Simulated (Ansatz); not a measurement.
The relaxed structure here is a generated cell of Al: the first start was made by placing the elements on the sites of a structure type, and the end was not matched to a known phase here, so it may be hypothetical. Known forms of Al include space group No. 225.

One stationary structure of Al. Space group I4/mmm (No. 139), AFLOW prototype A_tI2_139_a (A_a). Method: r2SCAN (plane waves to 500 eV, PAW, scalar-relativistic; Ansatz, a first-principles code).

Space group I4/mmm (No. 139); a = b = 3.409 Å, c = 2.807 Å, α = β = γ = 90.00°

| atom | site | symmetry | x | y | z |
|---|---|---|---|---|---|
| Al | 2b | 4/mmm | 0.0000 | 0.0000 | 0.5000 |
(The calculation used a cell of 1 atom; values per cell refer to that cell.)

```json
{
  "volume_per_atom": "16.31 Å³",
  "band_gap": "zero (metallic)",
  "shortest_distances": "Al–Al 2.79 Å",
  "k-mesh": "21×21×21"
}
```

No spin polarisation in the result.

The run could not lose the symmetry of its start, so the end can be a saddle point.
